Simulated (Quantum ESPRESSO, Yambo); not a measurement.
## Levels of theory for the gap of NaRhS₂O₈

NaRhS₂O₈ (space group C2/m, No. 12): one geometry, one set of norm-conserving PBEsol (Quantum ESPRESSO, 88 Ry, no spin-orbit coupling) orbitals, self-energies from Yambo (2×2×2 Γ-centred k mesh, bands 6 to 233 and a 7 Ry block in the screening, 233 bands in G with the Bruneval-Gonze terminator, plasmon pole fitted at 27.2 eV).

The geometry is that of Materials Project entry mp-1210084, symmetrised and not relaxed again.

```
level                                                        gap (0, -0.5, -0.5) → (0, -0.5, 0) (eV)  direct gap at (0, -0.5, -0.5) (eV)                         rough Yambo cost
-----------------------------------------------------------  ---------------------------------------  ----------------------------------  ---------------------------------------
PBEsol (Quantum ESPRESSO)                                                                       1.13                                1.14                                        –
exchange only (Hartree-Fock self-energy on PBEsol orbitals)                                    12.34                               12.32                   about 1/10 (12 states)
static COHSEX@PBEsol                                                                            4.04                                4.04        within a factor of two (3 states)
G0W0@PBEsol, plasmon pole                                                                       3.40                                3.41                            1 (12 states)
G0W0@PBEsol, multipole fit to 8 frequencies, no terminator                                      3.31                                3.31        within a factor of two (3 states)
G0W0@PBEsol, plasmon pole, no terminator                                                        3.43                                3.43  about 1/10 (3 states, screening reused)
```

Bare exchange has no screening and gives the widest gap; static COHSEX screens it but leaves out the frequency dependence, which G0W0 restores. All rows use the PBEsol edge points; in the exchange only run other k points give a smaller gap, 12.22 eV.

Costs are rough ratios of core time on shared machines.

Nearest settings tried, and what they do to the gap: 100 bands in W, 100 bands in G: +65 meV. Not varied: block, mesh. So the settings aren't converged at that level. The k mesh is coarse.

Spin-orbit splittings are left out.

The structure is a Materials Project entry; no match was found in the copy of COD used, and its stability was not checked.
